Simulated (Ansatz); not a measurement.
GaSb (NiAs type, P6_3/mmc) under volume change, the program Ansatz at the PBE level (PAW), shape and atoms relaxed at each volume.

```csv
V (Å³/atom),E − E(relaxed) (meV/atom),P (GPa)
22.271,39.3,6.25
23.005,…,…
23.740,3.9,1.74
24.474,0.0,0.00
25.208,3.4,-1.45
25.942,…,…
26.676,27.7,-3.70
```

What belongs in the gaps?


- 23.005, E − E(relaxed) (meV/atom): 16.4
- 23.005, P (GPa): 3.80
- 25.942, E − E(relaxed) (meV/atom): 13.0
- 25.942, P (GPa): -2.68

What does a third-order Birch–Murnaghan fit give for V₀, B₀ and B′?

V₀ = 24.47 Å³/atom, B₀ = 52.9 GPa, B′ = 4.8.

A made-up cell: these elements were put on the sites of a structure type; neither database checked (COD, Materials Project) lists it. It is not the phase usual at ambient conditions (space group No. 216). The cell was relaxed with PBE under the symmetry of its start; its stability against distortions is not shown here. Scalar-relativistic: spin–orbit coupling is off unless named, which matters more the heavier the elements.

Potentials: the later of the program's two PAW sets.
